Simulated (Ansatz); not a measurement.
## Calculated with Ansatz: CaHI, relaxation

The command:

```bash
ansatz run input.yaml --threads 1 --pin off --max-ram 2560MiB --backend cpu --events-out ev --progress --plain --runs-dir out
```

Input:

```yaml
crystal:
  lattice:
    - [4.07051, 0.0, 0.0]
    - [0.0, 4.07051, 0.0]
    - [0.0, 0.0, 8.939924]
  atoms:
    - { symbol: Ca, position: [0.0, 0.5, 0.16] }
    - { symbol: Ca, position: [0.5, 0.0, 0.84] }
    - { symbol: H, position: [0.0, 0.0, 0.0] }
    - { symbol: H, position: [0.5, 0.5, 0.0] }
    - { symbol: I, position: [0.0, 0.5, 0.675] }
    - { symbol: I, position: [0.5, 0.0, 0.325] }
  symmetry: { tolerance: 0.0003 }
kpoints:
  mp_grid: { grid: [5, 5, 2], shift: [0, 0, 0] }
magnetization:
  spin_polarized: false
scf:
  occupations: { method: fermi_dirac, width: 0.005 }
hamiltonian:
  pseudopotentials: { kind: paw }
  xc: r2scan
basis:
  ecutwfc: 500
output:
  forces: true
  stress: true
  eigenvalues: true
relax:
  max_steps: 40
  cell: {}
  f_tol: 0.05
  max_displacement: 0.5
```

Origin of the cell: a database entry, scaled a little.

Output (shortened):

```
SCF iter   1: F=—  HF=-18738.727812 eV  Δρ=4.63e-3  dr2=3.89e-2  dr2_τ=6.78e-3
SCF iter   2: F=—  HF=-18738.804287 eV  Δρ=2.38e-3  dr2=1.12e-2  dr2_τ=2.00e-4  defer=19
SCF iter   3: F=—  HF=-18738.802453 eV  Δρ=5.23e-4  dr2=2.00e-4  dr2_τ=4.84e-5  defer=19
SCF iter   4: F=—  HF=-18738.802578 eV  Δρ=1.75e-4  dr2=3.88e-5  dr2_τ=2.38e-6  defer=19
SCF iter   5: F=—  HF=-18738.802587 eV  Δρ=3.70e-5  dr2=3.47e-6  dr2_τ=1.13e-7  defer=19
SCF iter   6: F=—  HF=-18738.802586 eV  Δρ=9.00e-6  dr2=1.05e-7  dr2_τ=6.26e-9  defer=19
SCF iter   7: F=-18738.802586 eV  HF=-18738.802586 eV  Δρ=2.29e-6  dr2=8.76e-9  dr2_τ=5.14e-10
relax step   1: F+E_penalty+E_count = -18738.802586 eV  Δ(F+E_penalty+E_count) = +0.000e0 eV  max|allowed force component| = 9.211e-1 eV/Å  Δτ_max = 0.0000 Å  P = -1.384 GPa  Ω = 148.126 Å³ […]
relax step   2: F+E_penalty+E_count = -18738.711048 eV  Δ(F+E_penalty+E_count) = +9.154e-2 eV  max|allowed force component| = 1.259e0 eV/Å  Δτ_max = 0.4801 Å  P = +1.722 GPa  Ω = 143.468 Å³ […]
relax step   3: F+E_penalty+E_count = -18739.004737 eV  Δ(F+E_penalty+E_count) = -2.022e-1 eV  max|allowed force component| = 7.931e-2 eV/Å  Δτ_max = 0.2358 Å  P = -0.441 GPa  Ω = 148.066 Å³ […]
relax step   4: F+E_penalty+E_count = -18739.017810 eV  Δ(F+E_penalty+E_count) = -1.307e-2 eV  max|allowed force component| = 5.771e-2 eV/Å  Δτ_max = 0.0527 Å  P = -0.045 GPa  Ω = 145.085 Å³ […]
relax step   5: F+E_penalty+E_count = -18739.020914 eV  Δ(F+E_penalty+E_count) = -3.104e-3 eV  max|allowed force component| = 1.464e-2 eV/Å  Δτ_max = 0.0208 Å  P = +0.149 GPa  Ω = 145.382 Å³ […]
relax step   6: F+E_penalty+E_count = -18739.021579 eV  Δ(F+E_penalty+E_count) = -6.649e-4 eV  max|allowed force component| = 1.294e-2 eV/Å  Δτ_max = 0.0049 Å  P = +0.025 GPa  Ω = 146.289 Å³ […]
relax step   7: F+E_penalty+E_count = -18739.021774 eV  Δ(F+E_penalty+E_count) = -1.947e-4 eV  max|allowed force component| = 7.692e-4 eV/Å  Δτ_max = 0.0091 Å  P = +0.004 GPa  Ω = 146.891 Å³ […]
relax step   8: F+E_penalty+E_count = -18739.021616 eV  Δ(F+E_penalty+E_count) = +1.577e-4 eV  max|allowed force component| = 6.897e-4 eV/Å  Δτ_max = 0.0000 Å  P = +0.003 GPa  Ω = 146.891 Å³  stress off target by 1.94e-2 GPa […]
SCF 8 converged in 5 iterations: F = -18739.021616 eV  dr2 = 1.36e-11
basis re-selected at this cell: Δ(F+E_penalty+E_count) = +1.577e-4 eV, ΔP = -0.001 GPa vs the last step (what re-selecting the basis moved, of the pressure what is left beyond the Pulay corre […]
SCF converged after 5 iterations
Free energy (F): -18739.021616 eV
Harris-Foulkes:  -18739.021616 eV  (|F-HF|=5.82e-11)
Internal energy: -18739.021616 eV  (E = F + TS)
E sigma→0 (E₀):  -18739.021616 eV
Fermi energy:    6.830190 eV
--- Per-component energies (eV) ---
  E_band       = -1110.679442
  E_kinetic    = 960.655623
  E_local      = -5580.224777  (includes V_loc(G=0)·N_el)
  E_nonlocal   = -51.846552
  E_hartree    = 2597.368277
  E_xc         = -535.028624
  E_vxc        = -693.829983  (∫ρ·V_xc dr)
  E_paw        = -11406.891120  (= ΣΔE_a)
  E_vpaw       = -980.638232  (= ΣTr[D̂ρ^β])
  E_aug_tail   = -0.000930  (compensation charges beyond the density's cutoff)
  E_vtau       = 40.468806  (kinetic-family band-sum trace: ∫τ·v_τ [+ j·A + Jᵃ·Aᵃ] dr)
  E_ewald      = -4722.758288
  E_core_change = -0.295225  (= ΣΔE_core)
  E_smearing   = -0.000000  (= −TS)
  Σ components = -18739.021616   (vs F -18739.021616, Δ=0.00e0)
--- Forces (eV/Å), atoms counted from 1 ---
  atom   1  Ca     0.000000     0.000000    -0.000132
  atom   2  Ca    -0.000000    -0.000000     0.000132
  atom   3  H      0.000000     0.000000     0.000000
  atom   4  H     -0.000000    -0.000000    -0.000000
  atom   5  I     -0.000000    -0.000000     0.000690
  atom   6  I      0.000000     0.000000    -0.000690
  max |Σ_I F_I| component: 0.0 eV/Å
--- Stress (GPa, compression-positive) ---
       -0.004875      -0.000000      -0.000000
       -0.000000      -0.004875      -0.000000
       -0.000000      -0.000000       0.019372
  P = ⅓ Tr σ = 0.0032 GPa (0.032 kbar)
--- Relaxed structure (7 steps of the walk, 6 accepted, 1 SCFs on fresh bases) ---
  F+E_penalty+E_count = -18739.021616 eV   max|allowed force component| = 6.897e-4 eV/Å   (the final SCF, on the basis selected at the relaxed cell)
  cell:  # Å, volume = 146.8915 Å³
    - [4.020260, 0.0, 0.0]
    - [0.0, 4.020260, 0.0]
    - [0.0, 0.0, 9.088417]
  atoms:
    - { symbol: Ca, position: [0.0, 0.5, 0.133940] }
    - { symbol: Ca, position: [0.5, 0.0, 0.866060] }
    - { symbol: H, position: [0.0, 0.0, 0.0] }
    - { symbol: H, position: [0.5, 0.5, 0.0] }
    - { symbol: I, position: [0.0, 0.5, 0.691561] }
    - { symbol: I, position: [0.5, 0.0, 0.308439] }
```

Caveats: no spin-orbit coupling, though heavy elements are present; the relaxation held the start's symmetry, so the end may be a saddle point.

It ran for 54 s on 1 thread of Intel(R) Xeon(R) 6975P-C (Granite Rapids), with other jobs on the host, peak memory 0.73 GiB, from the program's own first density.
